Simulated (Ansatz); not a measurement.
This Ir₂Ru structure is the end of a relaxation. The cell was found from a structure generator's guess, not taken from experiment.

All numbers below come from Ansatz 0.2.0, DFT PBE, scalar-relativistic, plane waves, PAW. Cutoff 420 eV, Γ-centred mesh, Gaussian smearing, no spin polarisation.

```xyz
6
Lattice="2.7410 0.0000 0.0000 -1.3705 2.3738 0.0000 0.0000 0.0000 13.1729" Properties=species:S:1:pos:R:3 pbc="T T T"
Ru    1.3705    0.7913   12.1257
Ru    0.0000    1.5825    1.0472
Ir    1.3705    0.7913    3.2210
Ir    1.3705    0.7913    7.7017
Ir    0.0000    1.5825    9.9519
Ir    0.0000    1.5825    5.4712
```

The zero of energy is the elements' standard structures at the same level; no fitted shifts are applied.

(1) What space group does it have?

(2) How far does it lie from the elements in energy?

(3) Is it a metal?

Results:

(1) P-3m1 (No. 164), with Ru and Ir ordered on hcp sites. Conventional cell: a = 2.741 Å, c = 13.173 Å. Ru has 9 Ru at 2.63–2.74 Å and 3 Ir at 2.69 Å; around Ir on its first site lie 3 Ru at 2.69 Å and 9 Ir at 2.74–2.75 Å; Ir on its second site is surrounded by 12 Ir at 2.73–2.75 Å.

(2) +0.01 eV/atom. The formation energy is too near zero to say whether this cell lies below the elements.

(3) Yes, bands cross the Fermi level on the 18×18×4 mesh.

The last run used an 18×18×4 mesh (in the run's order of axes) for its 6-atom cell and Gaussian smearing of 0.10 eV. For metals, differences of a few meV/atom aren't resolved. Spin–orbit coupling, which can matter for Ir, is left out. A structure relaxed within its symmetry needn't be a true minimum. Another cell of Ir2Ru relaxed alike, in P-6m2, lies 14 meV/atom lower, so this cell isn't the stable form at this level.
